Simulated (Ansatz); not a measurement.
Consider the following.

Sb:
```yaml
crystal:
  lattice:
    - [2.15026, 1.24145, 1.75523]
    - [-2.15026, 1.24145, 1.75523]
    - [0.00000, -2.48291, 1.75523]
  atoms:
    - { symbol: Sb, position: [0.00000, 0.00000, 0.00000] }
```

This is the LDA-relaxed structure.

### Question
All from DFT-LDA in the program Ansatz with PAW potentials, unless another level is named. Estimate the electronic character.

### Answer
metallic (no gap).

### Question
And the density of states at the Fermi level?

### Answer
0.48 states/eV per atom (mean over ±0.08 eV).

Space group Pm-3m (simple cubic). The workflow started from a Materials Project entry (that database holds measured and hypothetical structures alike); the Crystallography Open Database files this formula in space group No. 221, but the cells were not matched. It is not the phase usual at ambient conditions (space group No. 166). Symmetry was held in the LDA relaxation; whether a distortion lowers the energy is not shown. Scalar-relativistic: spin–orbit coupling is off unless named, which matters more the heavier the elements.

Potentials: the later of the program's two PAW sets.
